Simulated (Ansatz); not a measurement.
Data:

ZnCu$_{2}$SnSe$_{4}$ (kesterite type, space group I-4)

```yaml
crystal:
  lattice:
    - [-2.88182, 2.88182, 5.76298]
    - [2.88182, -2.88182, 5.76298]
    - [2.88182, 2.88182, -5.76298]
  atoms:
    - { symbol: Cu, position: [0.00000, 0.00000, 0.00000] }
    - { symbol: Cu, position: [0.75000, 0.25000, 0.50000] }
    - { symbol: Zn, position: [0.25000, 0.75000, 0.50000] }
    - { symbol: Sn, position: [0.50000, 0.50000, 0.00000] }
    - { symbol: Se, position: [0.63874, 0.62944, 0.52864] }
    - { symbol: Se, position: [0.10081, 0.11010, 0.47136] }
    - { symbol: Se, position: [0.37056, 0.89919, 0.00930] }
    - { symbol: Se, position: [0.88990, 0.36126, 0.99070] }
```

The volume is varied about the relaxed value V₀ at fixed cell shape. The atoms relax within the cell's symmetry.

All values below come from PBE (plane waves to 420 eV, PAW, scalar-relativistic; Ansatz, a program for electronic structure). k mesh 8×8×8 (Γ-centred), Fermi-Dirac smearing 0.05 eV. Energies are smeared free energies. Stress and pressure are positive under compression. With the shape held, the modulus is that of even scaling; a crystal free to change shape is softer. At this level the bands of ZnCu2SnSe4 touch or barely overlap. ZnCu2SnSe4 is run without spin polarisation. ZnCu2SnSe4 was relaxed with its symmetry unable to fall. ΔE is measured from the relaxed starting cell.

The scan covers V/V₀ from 0.840 to 1.160 in 9 points.

Q: What is ΔE at V/V₀ = 1.160?

A: 80 meV/atom.

Q: What pressure does the cell carry at V/V₀ = 0.840?

A: 14.9 GPa.

Q: What is ΔE at V/V₀ = 0.840?

A: 150 meV/atom.

(Under strain, the slope of the energy per volume gives the stress and its curvature an elastic modulus.)
